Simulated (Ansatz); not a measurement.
AgPt$_{3}$:
```cif
data_AgPt3
_chemical_formula_sum 'Ag1 Pt3'
_space_group_name_H-M_alt 'Pm-3m'
_space_group_IT_number 221
_space_group_name_Hall '-P 4 2 3'
_cell_length_a 3.96871
_cell_length_b 3.96871
_cell_length_c 3.96871
_cell_angle_alpha 90.000
_cell_angle_beta 90.000
_cell_angle_gamma 90.000
loop_
_atom_site_label
_atom_site_type_symbol
_atom_site_symmetry_multiplicity
_atom_site_Wyckoff_symbol
_atom_site_fract_x
_atom_site_fract_y
_atom_site_fract_z
_atom_site_occupancy
Ag1 Ag 1 a 0.00000 0.00000 0.00000 1
Pt1 Pt 3 c 0.00000 0.50000 0.50000 1
```

Relaxed with r²SCAN.

**Question.** Which orbitals make up the states near the Fermi level in the program Ansatz at the r²SCAN level (PAW)?

**Answer.** Within 0.5 eV of the Fermi level: Pt 5d 82 %, Pt 6s 8 %. Projections are on Löwdin-orthogonalised atomic valence shells; empty p or d shells of many metals are not among them.

**Question.** Tabulate the density of states.

**Answer.** States/eV per cell of 4 atoms, in 0.25 eV bins, energy from the Fermi level.

```csv
E (eV),total,Pt 5d,Ag 4d,Pt 6s
-7.85,0.48,0.03,0.01,0.35
-7.60,0.58,0.05,0.01,0.41
-7.35,0.74,0.09,0.03,0.51
-7.10,1.24,0.26,0.12,0.73
-6.85,2.42,0.80,0.49,1.02
-6.60,2.43,0.96,0.73,0.67
-6.35,4.84,2.17,1.55,0.87
-6.10,7.24,3.50,2.56,0.89
-5.85,6.26,3.35,2.27,0.43
-5.60,6.58,3.69,2.40,0.26
-5.35,5.89,3.20,2.41,0.09
-5.10,5.74,2.41,3.09,0.07
-4.85,5.90,2.83,2.73,0.12
-4.60,6.73,3.53,2.88,0.14
-4.35,5.97,3.49,2.12,0.17
-4.10,6.00,3.63,1.90,0.27
-3.85,8.18,5.28,2.35,0.31
-3.60,10.18,7.40,2.27,0.30
-3.35,5.32,4.05,0.83,0.28
-3.10,6.19,4.65,1.05,0.29
-2.85,7.38,5.53,1.37,0.26
-2.60,5.27,3.97,0.96,0.17
-2.35,3.90,3.11,0.50,0.16
-2.10,4.46,3.66,0.50,0.17
-1.85,5.15,4.44,0.38,0.21
-1.60,5.15,4.57,0.32,0.15
-1.35,5.20,4.61,0.40,0.11
-1.10,8.09,6.95,0.96,0.10
-0.85,8.94,7.35,1.29,0.17
-0.60,4.66,3.98,0.39,0.18
-0.35,2.89,2.43,0.15,0.18
-0.10,2.91,2.40,0.13,0.24
0.15,3.85,3.14,0.15,0.34
0.40,2.29,1.86,0.06,0.18
0.65,1.58,1.04,0.06,0.20
0.90,1.27,0.51,0.09,0.28
1.15,1.12,0.39,0.08,0.26
1.40,0.71,0.21,0.04,0.17
1.65,0.56,0.15,0.02,0.14
1.90,0.57,0.15,0.01,0.13
2.15,0.97,0.33,0.01,0.30
2.40,1.10,0.37,0.01,0.40
2.65,1.13,0.32,0.01,0.40
2.90,1.18,0.29,0.02,0.40
3.15,1.10,0.24,0.02,0.37
3.40,1.00,0.19,0.01,0.32
3.65,0.97,0.16,0.01,0.30
3.90,0.96,0.14,0.01,0.29
4.15,0.91,0.12,0.01,0.27
4.40,0.85,0.10,0.01,0.26
4.65,0.82,0.09,0.01,0.25
```

The workflow started from an entry of the Crystallography Open Database (COD). Whether it is the stable phase at ambient conditions was not checked. The r²SCAN relaxation kept the symmetry of its start; of distortions, only those at the zone centre were tested. No spin polarisation was allowed. Spin–orbit coupling is left out wherever it is not named.

Potentials: the later of the program's two PAW sets.
